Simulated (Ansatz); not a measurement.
All numbers below come from DFT PBE, scalar-relativistic, plane waves, PAW (Ansatz 0.2.0). All cells share a 420 eV cutoff and Γ-centred k meshes spaced at most about 0.3 Å⁻¹ (about 0.25 or finer for metals, 2π included). No spin polarisation in the final relaxations.

Temperature and zero-point effects are left out.

Two forms of ZrZnN were relaxed alike.

A.

```cif
data_structure
_symmetry_space_group_name_H-M 'P-6m2'
_symmetry_Int_Tables_number 187
_cell_length_a 3.5829
_cell_length_b 3.5829
_cell_length_c 4.7243
_cell_angle_alpha 90.000
_cell_angle_beta 90.000
_cell_angle_gamma 120.000
_cell_volume 52.52
loop_
_atom_site_label
_atom_site_type_symbol
_atom_site_symmetry_multiplicity
_atom_site_Wyckoff_symbol
_atom_site_fract_x
_atom_site_fract_y
_atom_site_fract_z
_atom_site_occupancy
Zr1 Zr 1 b 0.00000 0.00000 0.50000 1
Zn1 Zn 1 c 0.33333 0.66667 0.00000 1
N1 N 1 f 0.66667 0.33333 0.50000 1
```

B.

```cif
data_structure
_symmetry_space_group_name_H-M 'P-6m2'
_symmetry_Int_Tables_number 187
_cell_length_a 3.5707
_cell_length_b 3.5707
_cell_length_c 5.8733
_cell_angle_alpha 90.000
_cell_angle_beta 90.000
_cell_angle_gamma 120.000
_cell_volume 64.85
loop_
_atom_site_label
_atom_site_type_symbol
_atom_site_symmetry_multiplicity
_atom_site_Wyckoff_symbol
_atom_site_fract_x
_atom_site_fract_y
_atom_site_fract_z
_atom_site_occupancy
Zr1 Zr 1 b 0.00000 0.00000 0.50000 1
Zn1 Zn 1 a 0.00000 0.00000 0.00000 1
N1 N 1 f 0.66667 0.33333 0.50000 1
```

Task: Which form is favoured at zero pressure, and by what margin per atom?

Result: A is lower, by 74 meV/atom. A has space group P-6m2 (No. 187), 17.5 Å³/atom and no gap on its mesh; B has space group P-6m2 (No. 187), 21.6 Å³/atom and no gap. Counting N atoms around Zn and Zr (those within 1.25 times the shortest such distance or 1.15 times the sum of covalent radii, 1.27 where that leaves under three; the shortest distance is added where it exceeds 1.18 times the sum of covalent radii), A has Zr 3, Zn 6 from 3.1 Å and B has Zr 3, Zn 6 from 3.6 Å. The denser one is the lower, and pressure would at first widen the difference. Both come from invented guesses. A third cell relaxed alike, in P4/nmm, lies 0.44 eV/atom below the lower of the two.

Cells relaxed within their symmetry can be saddle points.
